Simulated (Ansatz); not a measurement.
CoLi₅Nb₅O₁₈Ti:
```cif
data_CoLi5Nb5O18Ti
_chemical_formula_sum 'Co1 Li5 Nb5 O18 Ti1'
_space_group_name_H-M_alt 'P 1'
_space_group_IT_number 1
_cell_length_a 5.16960
_cell_length_b 5.16960
_cell_length_c 13.99045
_cell_angle_alpha 90.000
_cell_angle_beta 90.000
_cell_angle_gamma 120.000
loop_
_space_group_symop_operation_xyz
  'x, y, z'
loop_
_atom_site_label
_atom_site_type_symbol
_atom_site_fract_x
_atom_site_fract_y
_atom_site_fract_z
_atom_site_occupancy
Co1 Co 0.00000 0.00000 0.20863 1
Li1 Li 0.66667 0.33333 0.04465 1
Li2 Li 0.66667 0.33333 0.55870 1
Li3 Li 0.33333 0.66667 0.38989 1
Li4 Li 0.33333 0.66667 0.88964 1
Li5 Li 0.00000 0.00000 0.72397 1
Nb1 Nb 0.33333 0.66667 0.16418 1
Nb2 Nb 0.66667 0.33333 0.33860 1
Nb3 Nb 0.00000 0.00000 0.50398 1
Nb4 Nb 0.33333 0.66667 0.67013 1
Nb5 Nb 0.66667 0.33333 0.83651 1
O1 O 0.03326 0.71336 0.10515 1
O2 O 0.68009 0.96674 0.10515 1
O3 O 0.00591 0.36745 0.27018 1
O4 O 0.28664 0.31991 0.10515 1
O5 O 0.36155 0.99409 0.27018 1
O6 O 0.63255 0.63845 0.27018 1
O7 O 0.70416 0.04591 0.43585 1
O8 O 0.34175 0.29584 0.43585 1
O9 O 0.67499 0.71348 0.60191 1
O10 O 0.95409 0.65825 0.43585 1
O11 O 0.03849 0.32501 0.60191 1
O12 O 0.28652 0.96151 0.60191 1
O13 O 0.37234 0.38035 0.76801 1
O14 O 0.00802 0.62766 0.76801 1
O15 O 0.34041 0.04789 0.93493 1
O16 O 0.61965 0.99198 0.76801 1
O17 O 0.70748 0.65959 0.93493 1
O18 O 0.95211 0.29252 0.93493 1
Ti1 Ti 0.00000 0.00000 0.99105 1
```
Starting moments (μB, in the order of the atoms Co Li Li Li Li Li Nb Nb Nb Nb Nb O O O O O O O O O O O O O O O O O O Ti): 2.5 0.0 0.0 0.0 0.0 0.0 0.0 0.1 0.0 0.0 0.0 0.1 0.1 0.1 0.1 0.1 0.1 0.0 0.0 0.0 0.0 0.0 0.0 0.0 0.0 0.0 0.0 0.0 0.0 0.0.

Relaxed with PBE.

Task: Tabulate the valence density and the electron localisation function along the shortest O–Ti contact (1.83 Å), PBE (plane waves, PAW; program Ansatz).

Result: 

```tsv
distance from O (Å)	density (e/Å³)	ELF
0.18	7.04	0.39
0.27	6.19	0.55
0.37	5.05	0.69
0.46	3.80	0.77
0.55	2.69	0.81
0.64	1.86	0.77
0.73	1.36	0.64
0.82	1.08	0.43
0.91	1.00	0.27
1.01	1.20	0.26
1.10	1.81	0.37
1.19	2.89	0.51
1.28	4.39	0.58
1.37	6.11	0.55
1.46	7.73	0.42
1.55	8.96	0.23
1.64	9.69	0.07
```

The density is the valence pseudo-density with augmentation charge, so density and ELF within about 1 Å of a nucleus are not all-electron values.

Space group P3. The start of the workflow was typed in or built on a structure type; neither database checked (COD, Materials Project) lists it. Whether it is the stable phase at ambient conditions was not checked. The cell was relaxed with PBE under the symmetry of its start; whether a distortion lowers the energy is not shown. The final state is ferromagnetic, the only order run, not a proven ground state. No Hubbard U is applied.

Potentials: the later of the program's two PAW sets.
